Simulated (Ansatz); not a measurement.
NaI (started from an entry of an open crystallographic database), relaxed with r2SCAN, was run in Ansatz 0.2.0 under altered settings. All numbers are computed, without spin polarisation but where a row says otherwise.

```
Na I
1.0
     0.00000    3.22963    3.22963
     3.22963    0.00000    3.22963
     3.22963    3.22963    0.00000
Na I
1 1
Direct
  0.00000 0.00000 0.00000
  0.50000 0.50000 0.50000
```

The base run's other keys:
```yaml
kpoints:
  mp_grid: { grid: [4, 4, 4] }
hamiltonian:
  xc: hse06
scf:
  occupations: { method: fixed }
  n_extra_bands: 4
```

It takes 10 iterations with 1363 plane waves at 420 eV and 8 k points, and leaves a mean stress of +0.27 GPa. The gap over this mesh is 4.694 eV. It ran on 4 threads of Arm Neoverse N1, on a shared host.

Outcomes, with energy and stress as changes against the base:
```
                                 setting    outcome  ΔF (meV/atom)  Δ mean stress (GPa)  gap on the mesh (eV)  iterations  wall time
PBE hybrid, exx coeff 0.2, omega 0.5 1/Å  converged              –                 +0.1                 4.075           9      9.9 s
PBE hybrid, exx coeff 1.0, omega 0.5 1/Å  converged              –                 -0.5                 5.790          18       13 s
   PBE hybrid, exx coeff 1.0, unscreened  converged              –                 -1.0                10.780          16       12 s
PBE hybrid, exx coeff 0.4, omega 0.3 1/Å  converged              –                 -0.1                 5.001          11       10 s
         scf.mixing.preconditioner: none  converged            0.0                  0.0                 4.694          10      9.8 s
```
A dash marks a value that wasn't obtained or can't be compared. Stress is positive in compression. The base took 9.8 s.

- PBE hybrid, exx coeff 0.2, omega 0.5 1/Å. That is 20 % exact exchange, screened with ω = 0.5 1/Å, against HSE06's 25 % screened at 0.208 1/Å. The mean stress moves by +0.1 GPa and the gap on the mesh by -0.619 eV (to 4.075). Totals of different functionals aren't comparable.
- PBE hybrid, exx coeff 1.0, omega 0.5 1/Å. That is 100 % exact exchange, screened with ω = 0.5 1/Å, against HSE06's 25 % screened at 0.208 1/Å. The mean stress moves by -0.5 GPa and the gap on the mesh by +1.096 eV (to 5.790). Totals of different functionals aren't comparable.
- PBE hybrid, exx coeff 1.0, unscreened. That is 100 % exact exchange, at all ranges, against HSE06's 25 % screened at 0.208 1/Å. The mean stress moves by -1.0 GPa and the gap on the mesh by +6.086 eV (to 10.780). Totals of different functionals aren't comparable.
- PBE hybrid, exx coeff 0.4, omega 0.3 1/Å. That is 40 % exact exchange, screened with ω = 0.3 1/Å, against HSE06's 25 % screened at 0.208 1/Å. The mean stress moves by -0.1 GPa and the gap on the mesh by +0.307 eV (to 5.001). Totals of different functionals aren't comparable.

Within 1 meV an atom, 0.1 GPa and 0.005 eV of the base stay: scf.mixing.preconditioner: none.

No spin-orbit coupling is included; it can move band edges with weight on the heavy atoms by tenths of an eV.

The program warns that its thresholds are loose for a hybrid's stress.

The meshes of the hybrids are coarse, so their gaps aren't converged to the digits shown.
